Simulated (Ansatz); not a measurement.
TiN (rock salt)

```yaml
crystal:
  lattice:
    - [0.00000, 2.12346, 2.12346]
    - [2.12346, 0.00000, 2.12346]
    - [2.12346, 2.12346, 0.00000]
  atoms:
    - { symbol: N, position: [0.00000, 0.00000, 0.00000] }
    - { symbol: Ti, position: [0.50000, 0.50000, 0.50000] }
```

This relaxed cell (volume V₀) is scaled evenly in all directions, its shape held. Symmetry pins the atoms to their sites.

Method: PBE (plane waves to 420 eV, PAW, scalar-relativistic; Ansatz, a first-principles code). k mesh 19×19×19 (Γ-centred), Fermi-Dirac smearing 0.05 eV. Stress and pressure are positive under compression. TiN is run without spin polarisation. TiN was relaxed with its symmetry unable to fall.

At one point of the scan the stress tensor (GPa) is:

```
    9.0      0.0      0.0
    0.0      9.0      0.0
    0.0      0.0      9.0
```

Question: Which point is it?
A. V/V₀ = 0.990
B. V/V₀ = 0.980
C. V/V₀ = 0.970
D. V/V₀ = 0.960

Answer: C, V/V₀ = 0.970

(Under strain, the slope of the energy per volume gives the stress and its curvature an elastic modulus.)
